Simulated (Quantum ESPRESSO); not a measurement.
## Kohn-Sham bands of Al (fcc (Cu type))

```
Al
1.0
    0.00000     2.01946     2.01946
    2.01946     0.00000     2.01946
    2.01946     2.01946     0.00000
Al
1
Direct
  0.00000   0.00000   0.00000
```

Cell from Materials Project (mp-134), symmetrised, no further relaxation. This is the element's usual structure. Computed values, not measurements, from PBEsol: Quantum ESPRESSO (norm-conserving PseudoDojo potentials, cutoff 32 Ry, no spin polarisation, no spin-orbit coupling) on a Γ-centred 10×10×10 mesh, then Wannier90. Density: 18×18×18 mesh, cold smearing 0.01 Ry.

### Question
List the Kohn-Sham levels between −8 and 3.0 eV relative to the Fermi level at the high-symmetry points, as a band run of pw.x on that density gives them (levels within 2 meV counted together).

### Answer
```csv
point,k (reciprocal lattice),levels (eV)
Γ,0.000 0.000 0.000,none in this range
X,0.500 0.000 0.500,"-2.93, -1.61"
U,0.625 0.250 0.625,"-1.89, -1.37, -0.40"
K,0.375 0.375 0.750,"-1.89, -1.37, -0.40"
L,0.500 0.500 0.500,"-4.61, -4.38"
W,0.500 0.250 0.750,"-0.84 (×2), 0.16, 1.11"
```
